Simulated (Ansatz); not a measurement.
Relaxation of a randomly generated symmetric cell of Sn (space group No. 21); 4 atoms in the cell, which starts as C222 (No. 21), oS8; a = 4.6050 Å, b = 6.7099 Å, c = 8.4405 Å, α = 90.00°, β = 90.00°, γ = 90.00°. The numbers are results of PBEsol (plane waves to 420 eV, PAW, scalar-relativistic; Ansatz, a quantum-chemistry and plane-wave program), not measurements. Γ-centred k-mesh 9×9×4 on the run's cell (coarser than for final values), Fermi–Dirac smearing 0.05 eV. This is the first round of the run. 

The optimiser's lines from the output (shortened; P is positive under compression):

```
relax step   1: F+E_penalty+E_count = -23792.72788946 eV  Δ(F+E_penalty+E_count) = +0.000e0 eV  max|allowed force component| = 5.190e0 eV/Å  Δτ_max = 0.0000 Å  P = +18.315 GPa  Ω = 130.402 Å³  (9 SCF iters, dr2 threshold 1.00e-7 eV, accepted)
relax step   2: F+E_penalty+E_count = -23795.11382343 eV  Δ(F+E_penalty+E_count) = -2.386e0 eV  max|allowed force component| = 1.984e0 eV/Å  Δτ_max = 0.0793 Å  P = +8.743 GPa  Ω = 135.990 Å³  (7 SCF iters, dr2 threshold 4.00e-7 eV, accepted)
relax step   3: F+E_penalty+E_count = -23796.91361653 eV  Δ(F+E_penalty+E_count) = -1.800e0 eV  max|allowed force component| = 1.044e0 eV/Å  Δτ_max = 0.1542 Å  P = +3.547 GPa  Ω = 131.278 Å³  (6 SCF iters, dr2 threshold 4.00e-7 eV, accepted)
relax step   4: F+E_penalty+E_count = -23797.89552528 eV  Δ(F+E_penalty+E_count) = -9.819e-1 eV  max|allowed force component| = 4.616e-1 eV/Å  Δτ_max = 0.0996 Å  P = +0.781 GPa  Ω = 125.036 Å³  (6 SCF iters, dr2 threshold 4.00e-7 eV, accepted)
relax step   5: F+E_penalty+E_count = -23798.39569385 eV  Δ(F+E_penalty+E_count) = -5.002e-1 eV  max|allowed force component| = 1.463e-1 eV/Å  Δτ_max = 0.0454 Å  P = +0.242 GPa  Ω = 119.617 Å³  (6 SCF iters, dr2 threshold 4.00e-7 eV, accepted)
relax step   6: F+E_penalty+E_count = -23798.74100656 eV  Δ(F+E_penalty+E_count) = -3.453e-1 eV  max|allowed force component| = 1.900e-1 eV/Å  Δτ_max = 0.0088 Å  P = +0.506 GPa  Ω = 114.480 Å³  (6 SCF iters, dr2 threshold 4.00e-7 eV, accepted)
relax step   7: F+E_penalty+E_count = -23798.97276505 eV  Δ(F+E_penalty+E_count) = -2.318e-1 eV  max|allowed force component| = 2.484e-1 eV/Å  Δτ_max = 0.1209 Å  P = +0.192 GPa  Ω = 111.586 Å³  (6 SCF iters, dr2 threshold 4.00e-7 eV, accepted)
relax step   8: F+E_penalty+E_count = -23799.11422298 eV  Δ(F+E_penalty+E_count) = -1.415e-1 eV  max|allowed force component| = 1.871e-1 eV/Å  Δτ_max = 0.2000 Å  P = +0.229 GPa  Ω = 108.934 Å³  (6 SCF iters, dr2 threshold 4.00e-7 eV, accepted)
relax step   9: F+E_penalty+E_count = -23799.18476465 eV  Δ(F+E_penalty+E_count) = -7.054e-2 eV  max|allowed force component| = 1.389e-1 eV/Å  Δτ_max = 0.2000 Å  P = -0.021 GPa  Ω = 107.748 Å³  (5 SCF iters, dr2 threshold 4.00e-7 eV, accepted)
relax step  10: F+E_penalty+E_count = -23799.30555366 eV  Δ(F+E_penalty+E_count) = -1.208e-1 eV  max|allowed force component| = 1.500e-1 eV/Å  Δτ_max = 0.1666 Å  P = +1.409 GPa  Ω = 103.431 Å³  (5 SCF iters, dr2 threshold 4.00e-7 eV, accepted)
relax step  11: F+E_penalty+E_count = -23799.25053101 eV  Δ(F+E_penalty+E_count) = +5.502e-2 eV  max|allowed force component| = 6.631e-1 eV/Å  Δτ_max = 0.1397 Å  P = -1.615 GPa  Ω = 108.608 Å³  (5 SCF iters, dr2 threshold 4.00e-7 eV, rejected (line search))
relax step  12: F+E_penalty+E_count = -23799.32894989 eV  Δ(F+E_penalty+E_count) = -2.340e-2 eV  max|allowed force component| = 5.541e-2 eV/Å  Δτ_max = 0.0650 Å  P = -0.444 GPa  Ω = 106.255 Å³  (10 SCF iters, accepted)
relax step  13: F+E_penalty+E_count = -23799.33327984 eV  Δ(F+E_penalty+E_count) = -4.330e-3 eV  max|allowed force component| = 3.233e-3 eV/Å  Δτ_max = 0.0141 Å  P = -0.081 GPa  Ω = 105.691 Å³  (4 SCF iters, dr2 threshold 4.00e-7 eV, accepted)
relax step  14: F+E_penalty+E_count = -23799.28952669 eV  Δ(F+E_penalty+E_count) = +4.375e-2 eV  max|allowed force component| = 1.124e-1 eV/Å  Δτ_max = 0.0208 Å  P = +1.819 GPa  Ω = 103.697 Å³  (5 SCF iters, dr2 threshold 4.00e-7 eV, rejected (line search))
relax step  15: F+E_penalty+E_count = -23799.33521057 eV  Δ(F+E_penalty+E_count) = -1.931e-3 eV  max|allowed force component| = 1.663e-2 eV/Å  Δτ_max = 0.0012 Å  P = +0.034 GPa  Ω = 105.650 Å³  (9 SCF iters, accepted)
relax step  16: F+E_penalty+E_count = -23799.33542831 eV  Δ(F+E_penalty+E_count) = -2.177e-4 eV  max|allowed force component| = 4.942e-3 eV/Å  Δτ_max = 0.0015 Å  P = +0.020 GPa  Ω = 105.607 Å³  (3 SCF iters, dr2 threshold 2.43e-7 eV, accepted)
relax step  17: F+E_penalty+E_count = -23799.33543280 eV  Δ(F+E_penalty+E_count) = -4.489e-6 eV  max|allowed force component| = 6.457e-4 eV/Å  Δτ_max = 0.0004 Å  P = +0.013 GPa  Ω = 105.624 Å³  (3 SCF iters, dr2 threshold 3.48e-9 eV, accepted)
relax step  18: F+E_penalty+E_count = -23799.39057762 eV  Δ(F+E_penalty+E_count) = -5.514e-2 eV  max|allowed force component| = 6.451e-4 eV/Å  Δτ_max = 0.0000 Å  P = +0.803 GPa  Ω = 105.624 Å³  stress off target by 2.23e0 GPa  SCF on the basis re-selected at this cell (its energy is not comparable with the rows above)  (8 SCF iters)
relax step  19: F+E_penalty+E_count = -23799.39800718 eV  Δ(F+E_penalty+E_count) = -7.430e-3 eV  max|allowed force component| = 1.222e-2 eV/Å  Δτ_max = 0.0055 Å  P = +0.378 GPa  Ω = 106.390 Å³  (4 SCF iters, dr2 threshold 4.00e-7 eV, accepted)
relax step  20: F+E_penalty+E_count = -23799.39930936 eV  Δ(F+E_penalty+E_count) = -1.302e-3 eV  max|allowed force component| = 1.548e-3 eV/Å  Δτ_max = 0.0050 Å  P = -0.035 GPa  Ω = 107.109 Å³  (4 SCF iters, dr2 threshold 4.00e-7 eV, accepted)
relax step  21: F+E_penalty+E_count = -23799.39937504 eV  Δ(F+E_penalty+E_count) = -6.568e-5 eV  max|allowed force component| = 2.680e-4 eV/Å  Δτ_max = 0.0007 Å  P = +0.007 GPa  Ω = 107.041 Å³  (3 SCF iters, dr2 threshold 4.97e-8 eV, accepted)
relax step  22: F+E_penalty+E_count = -23799.39945794 eV  Δ(F+E_penalty+E_count) = -8.290e-5 eV  max|allowed force component| = 2.664e-4 eV/Å  Δτ_max = 0.0000 Å  P = +0.007 GPa  Ω = 107.041 Å³  stress off target by 9.21e-3 GPa  SCF on the basis re-selected at this cell (its energy is not comparable with the rows above)  (5 SCF iters)
```

From the first to the last row the energy changes by -1.67 eV/atom and the volume by -17.9 %. The last row is marked as not comparable with the walk above it, whose basis was carried along; it does compare with step 1, since both stand on a basis selected at the nominal cutoff for their own cell.

Energy and pressure jump between steps 17 and 18 at one geometry, where the plane-wave basis was selected anew. While the cell walks, the set of plane waves is carried along, so its effective cutoff drifts with the strain; re-selecting it at 420 eV moved the energy by -0.014 eV/atom and the pressure by 0.8 GPa. Only step 1 and rows on a re-selected basis compare with each other.

Steps 11, 14 were rejected by the optimiser.

Later rounds, restarted from the end of this one on a renewed k-mesh, logged 10 more steps and released 0.01 eV/atom more. The final structure after all rounds: P6/mmm (No. 191), hP1, AFLOW prototype A_hP1_191_a (A_f, as in Sn); a = b = 3.2043 Å, c = 3.0271 Å, α = β = 90.00°, γ = 120.00°. Between re-selections the logged energies stand on a plane-wave basis carried along with the cell. No spin polarisation in the result.

The run could not lose the symmetry of its start: the end is stationary, and may be a saddle point rather than a minimum.

The relaxed structure here is a generated cell of Sn: the first start was made by a random draw of sites in a space group, and the end was not matched to a known phase here, so it may be hypothetical. Known forms of Sn include space group No. 141, 227.
